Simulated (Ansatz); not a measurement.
Co2C (space group Pnnm)

```
Co2C
1.0
    4.30107     0.00000     0.00000
    0.00000     4.31411     0.00000
    0.00000     0.00000     2.84028
Co C
4 2
Direct
  0.35276   0.25620   0.00000
  0.64724   0.74380   0.00000
  0.14724   0.75620   0.50000
  0.85276   0.24380   0.50000
  0.00000   0.00000   0.00000
  0.50000   0.50000   0.50000
```

The slice is a (100) plane (indices of the conventional cell) through the point (0.500, 0.500, 0.500) (fractional), spanned by u = [001] and v = [010] in vectors of this cell: u (2.84 Å) and v (4.31 Å, at 90° to u). It covers one period; positions are fractions (u, v).

These are PBEsol (plane waves to 420 eV, PAW, scalar-relativistic; Ansatz, a program for electronic structure) values and carry that method's errors. k mesh 11×11×16. Inside the PAW spheres the values are not all-electron values, and peaks at nuclei hang on which shells count as valence. Co2C is run without spin polarisation. Co2C was relaxed with its symmetry unable to fall.

Predict the map of the valence electron density on the slice.


```
|888765544344556788|
|888765544444556788|
|777665555555556677|
|666655567776555666|
|555555678887655555|
|444445689998654444|
|333345689998654333|
|222335689998653322|
|112234578887543221|
|111123456665432111|
|001122344544322110|
|000112233333221100|
|000011223332211000|
|000011222222211000|
|000011223332211000|
|000112233333221100|
|001122344544322110|
|111123456665432111|
|112234578887543221|
|222335689998653322|
|333345689998654333|
|444445689998654444|
|555555678887655555|
|666655567776555666|
|777665555555556677|
|888765544444556788|
|888765544344556788|
|888776543334567788|
```
Scale: ten equal steps from -0.91 (start of '0') to 0.47 (end of '9'), in the order '0123456789'. Values: log₁₀ of the valence density in e/Å³. The map has 18 points along u (one character each, u = 0 at the left) and 28 along v (v = 0 in the bottom row). The scale is logarithmic, as a density can span decades between atoms and voids.
